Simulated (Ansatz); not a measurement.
## Ansatz run, K$_{3}$YV$_{2}$O$_{8}$

Input file of Ansatz 0.2.0:

```yaml
crystal:
  lattice:
    - [5.8889, 0.0, 0.0]
    - [-2.94445, 5.09994, 0.0]
    - [0.0, 0.0, 7.6295]
  atoms:
    - { symbol: "Y", position: [0.0, 0.0, 0.5] }
    - { symbol: V, position: [0.6667, 0.3333, 0.7485] }
    - { symbol: V, position: [0.3333, 0.6667, 0.2515] }
    - { symbol: O, position: [0.6667, 0.3333, 0.9587] }
    - { symbol: O, position: [0.3333, 0.6667, 0.0413] }
    - { symbol: O, position: [0.3504, 0.1752, 0.6735] }
    - { symbol: O, position: [0.8248, 0.1752, 0.6735] }
    - { symbol: O, position: [0.8248, 0.6496, 0.6735] }
    - { symbol: O, position: [0.1752, 0.3504, 0.3265] }
    - { symbol: O, position: [0.1752, 0.8248, 0.3265] }
    - { symbol: O, position: [0.6496, 0.8248, 0.3265] }
    - { symbol: K, position: [0.6667, 0.3333, 0.2931] }
    - { symbol: K, position: [0.3333, 0.6667, 0.7069] }
    - { symbol: K, position: [0.0, 0.0, 0.0] }
  symmetry: { tolerance: 0.0003 }
kpoints:
  mp_grid: { grid: [5, 5, 4], shift: [0, 0, 0] }
  band_path:
    path:
      - [0.0, 0.0, 0.0]
      - [0.5, 1.5e-07, 0.0]
      - [0.33333333, 0.33333348, 0.0]
      - [0.0, 0.0, 0.0]
      - [0.0, 0.0, 0.5]
      - [0.5, 1.5e-07, 0.5]
      - [0.33333333, 0.33333348, 0.5]
      - [0.0, 0.0, 0.5]
      - [0.5, 1.5e-07, 0.5]
      - [0.5, 1.5e-07, 0.0]
      - [0.33333333, 0.33333348, 0.5]
    npoints: 6
magnetization:
  spin_polarized: false
scf:
  occupations: { method: tetrahedron }
  lower_state_search: "off"
  max_iter: 200
hamiltonian:
  pseudopotentials: { kind: paw }
  xc: r2scan
basis:
  ecutwfc: 500
  fft_grid_basis: typed
output:
  forces: true
  stress: true
  eigenvalues: true
  populations: true
  elf: true
  write_potential: true
  volumetric_format: npy
  dos:
    e_range: [-12, 8]
    de: 0.05
    projected: { site_lists: { K: [K], O: [O], V: [V], "Y": ["Y"] } }
checkpoint:
  read: saved_state
```

The saved state is an earlier solution for the same cell, perhaps on another mesh. 

Parts of the output:

```
SCF iter   1: F=—  Δρ=8.31e-4  dr2=4.43e-4  dr2_τ=1.06e-3
SCF iter   2: F=—  Δρ=4.72e-4  dr2=2.25e-4  dr2_τ=2.16e-4
SCF iter   3: F=—  Δρ=2.81e-4  dr2=8.44e-5  dr2_τ=7.62e-5
SCF iter   4: F=—  Δρ=1.59e-4  dr2=4.54e-5  dr2_τ=1.56e-5
SCF iter   5: F=—  Δρ=3.56e-5  dr2=3.04e-6  dr2_τ=4.11e-7
SCF iter   6: F=—  Δρ=1.14e-5  dr2=3.66e-7  dr2_τ=8.84e-8
SCF iter   7: F=-18888.1502 eV  Δρ=3.45e-6  dr2=2.28e-8  dr2_τ=6.71e-9
Free energy (F): -18888.1502 eV
Harris-Foulkes:  -18888.1502 eV  (|F-HF|=2.13e-8)
Internal energy: -18888.1502 eV  (E = F + TS)
E sigma→0 (E₀):  -18888.1502 eV
Fermi energy:    4.0310 eV
--- Forces (eV/Å), atoms counted from 1 ---
  atom   1  Y      0.0000     0.0000     0.0000
  atom   2  V      0.0000     0.0000    -1.1457
  atom   3  V      0.0000     0.0000     1.1457
  atom   4  O      0.0000     0.0000     2.2327
  atom   5  O      0.0000     0.0000    -2.2327
  atom   6  O     -0.5660    -0.3268    -0.1329
  atom   7  O      0.5660    -0.3268    -0.1329
  atom   8  O      0.0000     0.6536    -0.1329
  atom   9  O      0.0000    -0.6536     0.1329
  atom  10  O     -0.5660     0.3268     0.1329
  atom  11  O      0.5660     0.3268     0.1329
  atom  12  K      0.0000     0.0000     0.1970
  atom  13  K      0.0000     0.0000    -0.1970
  atom  14  K      0.0000     0.0000     0.0000
--- Stress (GPa, compression-positive) ---
        3.4074       0.0000       0.0000
        0.0000       3.4074       0.0000
        0.0000       0.0000       6.3493
  P = ⅓ Tr σ = 4.3880 GPa (43.880 kbar)
```

Origin: a database entry at a rescaled volume. Caveats: empty levels are not fully converged; forces and stress under tetrahedra may miss the slope of the energy; no spin polarisation, so a magnetic state may lie lower; forces this large suggest misplaced atoms in the database entry; atoms or cell far from equilibrium.
